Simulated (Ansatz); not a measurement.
Input, command and steps of an Ansatz relaxation.

```yaml
crystal:
  lattice:
    - [4.976470242, 0.0, 0.0]
    - [-2.488235121, 4.3097496507, 0.0]
    - [0.0, 0.0, 3.972794]
  atoms:
    - { symbol: Co, position: [0.167472, 0.334944, 0.75], spin: 1.55 }
    - { symbol: Co, position: [0.665056, 0.832528, 0.75], spin: 1.55 }
    - { symbol: Co, position: [0.167472, 0.832528, 0.75], spin: 1.55 }
    - { symbol: Co, position: [0.832528, 0.665056, 0.25], spin: 1.55 }
    - { symbol: Co, position: [0.334944, 0.167472, 0.25], spin: 1.55 }
    - { symbol: Co, position: [0.832528, 0.167472, 0.25], spin: 1.55 }
    - { symbol: Si, position: [0.66666667, 0.33333333, 0.75] }
    - { symbol: Si, position: [0.33333333, 0.66666667, 0.25] }
basis:
  ecutwfc: 500
kpoints:
  mp_grid: { grid: [12, 12, 10] }
hamiltonian:
  xc: r2scan
scf:
  occupations: { method: gaussian, width: 0.1 }
output:
  forces: true
  stress: true
  eigenvalues: true
  populations: true
  write_density: true
  write_potential: true
  elf: true
  volumetric_format: npy
magnetization:
  spin_polarized: true
relax:
  adjacent_minimum: "off"
  f_tol: 0.005
  max_steps: 80
  cell: { stress_tol: 0.05 }
```

```bash
ansatz run input.yaml --threads 2 --pin off --max-ram 5120MiB --backend cpu --events-out ev --progress --plain --runs-dir out
```

All numbers below come from Ansatz 0.2.0, DFT r2SCAN, scalar-relativistic, plane waves, PAW.

Of 8 frames 7 are shown, positions in Å and forces in eV/Å; the SCF threshold varies from step to step. Steps run on the plane waves of an earlier cell, with a Pulay correction in the pressure. The basis is chosen afresh for the last frame, the zero of the energies, and at times for earlier ones too; energy and pressure step there, also at an unchanged geometry. The mark taken_back stands on steps that the optimiser undid.

```xyz
8
Lattice="4.9765 0.0000 0.0000 -2.4882 4.3098 0.0000 0.0000 0.0000 3.9728" Properties=species:S:1:pos:R:3:forces:R:3 pbc="T T T" step=1 free_energy_over_end_meV_per_atom=8.84 pressure_GPa=-1.54
Co    0.0000    1.4435    2.9796    0.0000    0.2919    0.0000
Co    1.2381    3.5880    2.9796   -0.2528   -0.1460    0.0000
Co   -1.2381    3.5880    2.9796    0.2528   -0.1460    0.0000
Co    2.4882    2.8662    0.9932    0.0000   -0.2919    0.0000
Co    1.2501    0.7218    0.9932    0.2528    0.1460    0.0000
Co    3.7263    0.7218    0.9932   -0.2528    0.1460    0.0000
Si    2.4882    1.4366    2.9796    0.0000    0.0000    0.0000
Si    0.0000    2.8732    0.9932    0.0000    0.0000    0.0000
8
Lattice="4.9490 0.0000 0.0000 -2.4745 4.2859 0.0000 0.0000 0.0000 4.0005" Properties=species:S:1:pos:R:3:forces:R:3 pbc="T T T" step=2 free_energy_over_end_meV_per_atom=3.47 pressure_GPa=-0.67
Co    0.0000    1.4410    3.0003    0.0000    0.1718    0.0000
Co    1.2265    3.5654    3.0003   -0.1488   -0.0859    0.0000
Co   -1.2265    3.5654    3.0003    0.1488   -0.0859    0.0000
Co    2.4745    2.8449    1.0001    0.0000   -0.1718    0.0000
Co    1.2480    0.7205    1.0001    0.1488    0.0859    0.0000
Co    3.7010    0.7205    1.0001   -0.1488    0.0859    0.0000
Si    2.4745    1.4286    3.0003    0.0000    0.0000    0.0000
Si    0.0000    2.8573    1.0001    0.0000    0.0000    0.0000
8
Lattice="4.9022 0.0000 0.0000 -2.4511 4.2454 0.0000 0.0000 0.0000 4.0681" Properties=species:S:1:pos:R:3:forces:R:3 pbc="T T T" step=3 free_energy_over_end_meV_per_atom=0.10 pressure_GPa=0.11
Co    0.0000    1.4352    3.0511    0.0000   -0.0330    0.0000
Co    1.2081    3.5278    3.0511    0.0286    0.0165    0.0000
Co   -1.2081    3.5278    3.0511   -0.0286    0.0165    0.0000
Co    2.4511    2.8102    1.0170    0.0000    0.0330    0.0000
Co    1.2430    0.7176    1.0170   -0.0286   -0.0165    0.0000
Co    3.6592    0.7176    1.0170    0.0286   -0.0165    0.0000
Si    2.4511    1.4151    3.0511    0.0000    0.0000    0.0000
Si    0.0000    2.8303    1.0170    0.0000    0.0000    0.0000
8
Lattice="4.9093 0.0000 0.0000 -2.4546 4.2516 0.0000 0.0000 0.0000 4.0576" Properties=species:S:1:pos:R:3:forces:R:3 pbc="T T T" step=4 free_energy_over_end_meV_per_atom=-0.01 pressure_GPa=-0.03
Co    0.0000    1.4360    3.0432    0.0000    0.0030    0.0000
Co    1.2110    3.5335    3.0432   -0.0026   -0.0015    0.0000
Co   -1.2110    3.5335    3.0432    0.0026   -0.0015    0.0000
Co    2.4546    2.8155    1.0144    0.0000   -0.0030    0.0000
Co    1.2437    0.7180    1.0144    0.0026    0.0015    0.0000
Co    3.6656    0.7180    1.0144   -0.0026    0.0015    0.0000
Si    2.4546    1.4172    3.0432    0.0000    0.0000    0.0000
Si    0.0000    2.8344    1.0144    0.0000    0.0000    0.0000
8
Lattice="4.9093 0.0000 0.0000 -2.4546 4.2516 0.0000 0.0000 0.0000 4.0576" Properties=species:S:1:pos:R:3:forces:R:3 pbc="T T T" step=5 free_energy_over_end_meV_per_atom=0.00 pressure_GPa=-0.03
Co    0.0000    1.4360    3.0432    0.0000    0.0029    0.0000
Co    1.2110    3.5335    3.0432   -0.0025   -0.0015    0.0000
Co   -1.2110    3.5335    3.0432    0.0025   -0.0015    0.0000
Co    2.4546    2.8155    1.0144    0.0000   -0.0029    0.0000
Co    1.2437    0.7180    1.0144    0.0025    0.0015    0.0000
Co    3.6656    0.7180    1.0144   -0.0025    0.0015    0.0000
Si    2.4546    1.4172    3.0432    0.0000    0.0000    0.0000
Si    0.0000    2.8344    1.0144    0.0000    0.0000    0.0000
8
Lattice="4.9090 0.0000 0.0000 -2.4545 4.2513 0.0000 0.0000 0.0000 4.0575" Properties=species:S:1:pos:R:3:forces:R:3 pbc="T T T" step=6 free_energy_over_end_meV_per_atom=0.00 pressure_GPa=0.00 taken_back
Co    0.0000    1.4364    3.0431    0.0000   -0.0078    0.0000
Co    1.2105    3.5331    3.0431    0.0067    0.0039    0.0000
Co   -1.2105    3.5331    3.0431   -0.0067    0.0039    0.0000
Co    2.4545    2.8149    1.0144    0.0000    0.0078    0.0000
Co    1.2440    0.7182    1.0144   -0.0067   -0.0039    0.0000
Co    3.6651    0.7182    1.0144    0.0067   -0.0039    0.0000
Si    2.4545    1.4171    3.0431    0.0000    0.0000    0.0000
Si    0.0000    2.8342    1.0144    0.0000    0.0000    0.0000
8
Lattice="4.9090 0.0000 0.0000 -2.4545 4.2513 0.0000 0.0000 0.0000 4.0577" Properties=species:S:1:pos:R:3:forces:R:3 pbc="T T T" step=8 free_energy_over_end_meV_per_atom=0.00 pressure_GPa=-0.01
Co    0.0000    1.4360    3.0433    0.0000    0.0012    0.0000
Co    1.2109    3.5333    3.0433   -0.0010   -0.0006    0.0000
Co   -1.2109    3.5333    3.0433    0.0010   -0.0006    0.0000
Co    2.4545    2.8153    1.0144    0.0000   -0.0012    0.0000
Co    1.2436    0.7180    1.0144    0.0010    0.0006    0.0000
Co    3.6654    0.7180    1.0144   -0.0010    0.0006    0.0000
Si    2.4545    1.4171    3.0433    0.0000    0.0000    0.0000
Si    0.0000    2.8342    1.0144    0.0000    0.0000    0.0000
```

Time: 19 min on 2 threads of Arm Neoverse V1, on a shared host, peak memory 1.5 GiB.

The state reached may not be the lowest one.